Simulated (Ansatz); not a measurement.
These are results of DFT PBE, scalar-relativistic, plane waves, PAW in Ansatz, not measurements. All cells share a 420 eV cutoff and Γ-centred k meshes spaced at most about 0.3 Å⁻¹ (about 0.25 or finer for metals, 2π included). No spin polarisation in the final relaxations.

All energies are static (0 K, no zero-point motion). All come from trial cells, and lower structures may exist.

Question: These unrelaxed guesses for Mg3CdS2 are each relaxed within their symmetry. Order them by the energy at which they end, lowest first.
A.

```xyz
6
Lattice="4.4915 0.0000 0.0000 -2.2458 3.8898 0.0000 0.0000 0.0000 6.8344" Properties=species:S:1:pos:R:3 pbc="T T T"
Mg    3.2562    0.7132    3.4172
Mg    2.2458    2.4633    3.4172
Mg    1.2353    0.7132    3.4172
Cd    0.0000    0.0000    0.0000
S     0.0000    0.0000    4.6083
S     0.0000    0.0000    2.2261
```

B.

```xyz
6
Lattice="2.8553 1.6485 4.7341 -2.8553 1.6485 4.7341 0.0000 -3.2970 4.7341" Properties=species:S:1:pos:R:3 pbc="T T T"
Mg   -1.4276   -0.8242    4.7341
Mg    1.4276   -0.8242    4.7341
Mg    0.0000    1.6485    4.7341
Cd    0.0000    0.0000    7.1011
S     0.0000    0.0000   12.4613
S     0.0000    0.0000    1.7409
```

C.

```xyz
6
Lattice="5.8183 0.0000 0.0000 -2.9091 5.0388 0.0000 0.0000 0.0000 4.4772" Properties=species:S:1:pos:R:3 pbc="T T T"
Mg   -1.4546    2.5194    2.2386
Mg    1.4546    2.5194    2.2386
Mg    2.9091    0.0000    2.2386
Cd    0.0000    0.0000    0.0000
S     2.9091    1.6796    0.0000
S     0.0000    3.3592    0.0000
```

D.

```xyz
6
Lattice="5.7878 0.0000 0.0000 -2.8939 5.0124 0.0000 0.0000 0.0000 4.2748" Properties=species:S:1:pos:R:3 pbc="T T T"
Mg   -1.4470    2.5062    4.2535
Mg    2.8939    0.0000    4.2535
Mg    1.4470    2.5062    4.2535
Cd    0.0000    0.0000    0.8235
S     2.8939    1.6708    2.1209
S     0.0000    3.3416    2.1209
```

Answer: D (ends in P6/mmm, 0 meV/atom), C (ends in P6/mmm, 58 meV/atom), B (ends in R-3m, 299 meV/atom), A (ends in P-6m2, 0.41 eV/atom).

No dispersion correction is applied, so the spacing and binding between layers, chains or molecules are poorly described (P-6m2), and this can change margins and order among such cells. A magnetic state wasn't ruled out in cells without spin, among them P6/mmm at 22.1 Å³/atom. Cells relaxed within their symmetry can be saddle points. Some types were kept out of the candidates beforehand, so the set may lack a known form.
